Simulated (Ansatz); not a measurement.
Sn: computed property card

Sn:
```
CELL_PARAMETERS angstrom
     -1.60172     1.60172     2.51875
      1.60172    -1.60172     2.51875
      1.60172     1.60172    -2.51875
ATOMIC_POSITIONS crystal
  Sn 0.00000 0.00000 0.00000
```

Space group I4/mmm (No. 139), body-centred tetragonal; conventional cell a = b = 3.2034 Å, c = 5.0375 Å, α = β = γ = 90.00°.

Method: LDA in the plane-wave PAW code Ansatz. Structure relaxed to zero pressure with the same functional. Other levels are named where they apply.

**Cell and energy**

```json
{
  "volume_per_atom": "25.85 Å³",
  "density": "7.63 g/cm³"
}
```

**Electronic structure**

```json
{
 "electronic_character": "metallic (no gap)",
 "Density of states at the Fermi level": "0.52 states/eV per atom (mean over ±0.08 eV)"
}
```

**Mechanics**

```json
{
 "Bulk modulus (Birch–Murnaghan fit)": "58.9 GPa",
 "Pressure derivative B′": "4.7",
 "Elastic constants (relaxed ions, GPa)": "C11 = 92.2, C12 = 30.7, C13 = 53.9, C33 = 65.4, C44 = 12.3, C66 = -2.7",
 "mechanical_stability": "unstable (C has a negative eigenvalue)"
}
```

This is a known high-pressure phase of the composition, computed here at zero pressure and temperature. The cell was relaxed with LDA under the symmetry of its start. As this level gives no gap, shear constants depend on the k-mesh and smearing (Fermi–Dirac, 0.1 eV here). Axis ratios of metals converge slowly with the k-mesh, so a and c are less sure than the volume. On the denser mesh and wider smearing of the elastic run this cell carries a stress of 0.4 GPa. Scalar-relativistic: spin–orbit coupling is off unless named, which matters more the heavier the elements.

Potentials: the earlier of the program's two PAW sets. The files were generated under PBE; for other functionals the program regenerates the frozen cores, and for LDA and PBEsol the local potential too.
